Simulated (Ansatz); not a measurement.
TiSi$_{2}$ (C49 type, space group Cmcm)

```
TiSi2
1.0
    1.77306    -6.78197     0.00000
    1.77306     6.78197     0.00000
    0.00000     0.00000     3.57983
Si Ti
4 2
Direct
  0.94084   0.05916   0.75000
  0.05916   0.94084   0.25000
  0.25027   0.74973   0.75000
  0.74973   0.25027   0.25000
  0.60319   0.39681   0.75000
  0.39681   0.60319   0.25000
```

This relaxed cell (volume V₀) is scaled evenly in all directions, its shape held. The atoms relax within the cell's symmetry.

Computed with PBE (plane waves to 420 eV, PAW, scalar-relativistic; Ansatz, a first-principles code). k mesh 14×14×14 (Γ-centred), Fermi-Dirac smearing 0.05 eV. E stands for the smeared free energy. Stress and pressure are positive under compression. With the shape held, the modulus is that of even scaling; a crystal free to change shape is softer. This is one of several known forms of TiSi2; the measured ambient cells at hand have space group No. 70. TiSi2 is run without spin polarisation. TiSi2 was relaxed with its symmetry unable to fall. ΔE is measured from the relaxed starting cell. The last digit holds for this mesh only.

```json
[
 {"V (Å³/atom)": "12.053", "ΔE (meV/atom)": "206.6"},
 {"V (Å³/atom)": "12.512", "ΔE (meV/atom)": "withheld"},
 {"V (Å³/atom)": "12.971", "ΔE (meV/atom)": "65.5"},
 {"V (Å³/atom)": "13.431", "ΔE (meV/atom)": "27.4"},
 {"V (Å³/atom)": "13.890", "ΔE (meV/atom)": "6.5"},
 {"V (Å³/atom)": "14.349", "ΔE (meV/atom)": "0.0"},
 {"V (Å³/atom)": "14.808", "ΔE (meV/atom)": "5.8"},
 {"V (Å³/atom)": "15.267", "ΔE (meV/atom)": "21.9"},
 {"V (Å³/atom)": "15.726", "ΔE (meV/atom)": "46.8"},
 {"V (Å³/atom)": "16.186", "ΔE (meV/atom)": "79.0"},
 {"V (Å³/atom)": "16.645", "ΔE (meV/atom)": "117.4"}
]
```

Task: Fit a third-order Birch-Murnaghan form (E₀, V₀, B₀, B₀′ free) to the given rows and predict ΔE at V = 12.512.

Result: Least squares on the 10 given rows: ΔE = E₀ + (9V₀B₀/16)·y²·[2 + (B₀′ − 4)y], y = (V₀/V)^(2/3) − 1, with V₀ = 14.349 Å³/atom, B₀ = 132.8 GPa (160.2 GPa = 1 eV/Å³; the term in eV is multiplied by 1000), B₀′ = 4.26, E₀ = 0.06 meV/atom; root-mean-square residual 0.05 meV/atom. At 12.512 the fit gives 123.9 meV/atom; the calculation gives 124.0 meV/atom, so the interpolation is off by -0.1 (-0.1 %). For the pressure the fit gives 24.4 GPa against the computed 24.4 GPa.

(Under strain, the slope of the energy per volume gives the stress and its curvature an elastic modulus.)
